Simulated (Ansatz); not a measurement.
The relaxed structure here is a generated cell of SrTiO3: the first start was made by placing the elements on the sites of a structure type, and the end was not matched to a known phase here, so it may be hypothetical. Known forms of SrTiO3 include space group No. 221.

A relaxed cell of SrTiO3 (R-3c (No. 167)), relaxed on a k-mesh at least as fine as the one used below. Calculation: r2SCAN (plane waves to 500 eV, PAW, scalar-relativistic; Ansatz, a quantum-chemistry and plane-wave program). Γ-centred k-mesh 5×5×5 on the run's cell (coarser than for final values), Fermi–Dirac smearing 0.05 eV.

```
CELL_PARAMETERS angstrom
      2.76321     1.59534     4.50582
     -2.76321     1.59534     4.50582
      0.00000    -3.19068     4.50582
ATOMIC_POSITIONS crystal
  Sr 0.25000 0.25000 0.25000
  Sr 0.75000 0.75000 0.75000
  Ti 0.00000 0.00000 0.00000
  Ti 0.50000 0.50000 0.50000
  O  0.73164 0.76836 0.25000
  O  0.25000 0.73164 0.76836
  O  0.76836 0.25000 0.73164
  O  0.26836 0.23164 0.75000
  O  0.75000 0.26836 0.23164
  O  0.23164 0.75000 0.26836
```

The atoms are displaced by (Å):

| atom | ux | uy | uz |
|---|---|---|---|
| Sr1 | 0.094 | -0.115 | -0.105 |
| Sr2 | -0.150 | -0.106 | -0.086 |
| Ti3 | -0.058 | 0.012 | 0.076 |
| Ti4 | 0.005 | -0.014 | 0.019 |
| O5 | 0.015 | 0.121 | 0.042 |
| O6 | 0.132 | 0.055 | 0.038 |
| O7 | 0.122 | -0.078 | -0.036 |
| O8 | -0.085 | 0.042 | 0.090 |
| O9 | 0.027 | -0.194 | -0.107 |
| O10 | 0.095 | -0.023 | 0.110 |

Task: What forces (eV/Å) and pressure result?

Result: 
| atom | Fx | Fy | Fz |
|---|---|---|---|
| Sr1 | -0.45 | 0.53 | 0.82 |
| Sr2 | 0.94 | 0.56 | 0.70 |
| Ti3 | 0.22 | -0.90 | -1.41 |
| Ti4 | -0.27 | 0.07 | 0.49 |
| O5 | 1.19 | -1.40 | -0.80 |
| O6 | -0.75 | -0.29 | 1.31 |
| O7 | -0.34 | 1.08 | 0.28 |
| O8 | 0.30 | -2.12 | -1.10 |
| O9 | 0.47 | 1.15 | 0.72 |
| O10 | -1.31 | 1.30 | -1.01 |

Pressure +4.1 GPa.

Task: Estimate the energy cost of the displacement in the harmonic approximation and compare with the calculation.

Result: For a harmonic well ΔE = −½ Σ F·u = 0.863 eV a cell, or 86 meV/atom. The calculated energy relative to the undisplaced cell is +0.084 eV/atom, so the harmonic estimate holds well.

No spin polarisation in the result.

The run that gave the undisplaced cell could not lose the symmetry of its start, so the end can be a saddle point.
